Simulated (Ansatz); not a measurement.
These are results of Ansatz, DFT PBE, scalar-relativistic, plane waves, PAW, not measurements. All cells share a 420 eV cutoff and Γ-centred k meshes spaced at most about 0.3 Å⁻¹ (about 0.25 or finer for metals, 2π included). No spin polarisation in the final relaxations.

Temperature and zero-point effects are left out. All come from trial cells, and lower structures may exist.

Question: Order these relaxed structures of InCuO by energy, lowest first, with the energy over the lowest of them.
A.

Space group P4/mmm (No. 123). a = 3.826 Å, b = 3.826 Å, c = 3.647 Å, α = 90.00°, β = 90.00°, γ = 90.00°
```csv
atom,site,symmetry,x,y,z
In,1d,4/mmm,0.5000,0.5000,0.5000
Cu,1a,4/mmm,0.0000,0.0000,0.0000
O,1b,4/mmm,0.0000,0.0000,0.5000
```

B.

Space group Pmma (No. 51). a = 6.182 Å, b = 3.614 Å, c = 4.811 Å, α = 90.00°, β = 90.00°, γ = 90.00°
```tsv
atom	site	symmetry	x	y	z
In	2e	mm2	0.2500	0.0000	0.0068
Cu	2d	.2/m.	0.0000	0.5000	0.5000
O	2f	mm2	0.2500	0.5000	0.7109
```

C.

Space group P-6m2 (No. 187). a = 3.459 Å, b = 3.459 Å, c = 4.491 Å, α = 90.00°, β = 90.00°, γ = 120.00°
```tsv
atom	site	symmetry	x	y	z
In	1a	-6m2	0.0000	0.0000	0.0000
Cu	1f	-6m2	0.6667	0.3333	0.5000
O	1d	-6m2	0.3333	0.6667	0.5000
```

D.

Space group P4/mmm (No. 123). a = 2.955 Å, b = 2.955 Å, c = 5.271 Å, α = 90.00°, β = 90.00°, γ = 90.00°
```tsv
atom	site	symmetry	x	y	z
In	1a	4/mmm	0.0000	0.0000	0.0000
Cu	1d	4/mmm	0.5000	0.5000	0.5000
O	1b	4/mmm	0.0000	0.0000	0.5000
```

Answer: B (0 meV/atom), A (155 meV/atom), C (238 meV/atom), D (251 meV/atom). Forms: B Pmma; A P4/mmm; C P-6m2; D P4/mmm. Counting O atoms around Cu and In (those within 1.25 times the shortest such distance or 1.15 times the sum of covalent radii; the shortest distance is added where it is long for a bond): B has In 2, Cu 2; A has In 4 from 2.7 Å, Cu 2; C has In 6 from 3.0 Å, Cu 3; D has In 2 from 2.6 Å, Cu 4.

For metals, differences of a few meV/atom aren't resolved. No Hubbard U is applied to the 3d shell of Cu. Cells relaxed within their symmetry can be saddle points; a later kick test found a lower structure for InCuO P4/mmm. The Pmma cell of InCuO came from shaking the P4/mmm one. Some types were kept out of the candidates beforehand, so the set may lack a known form.
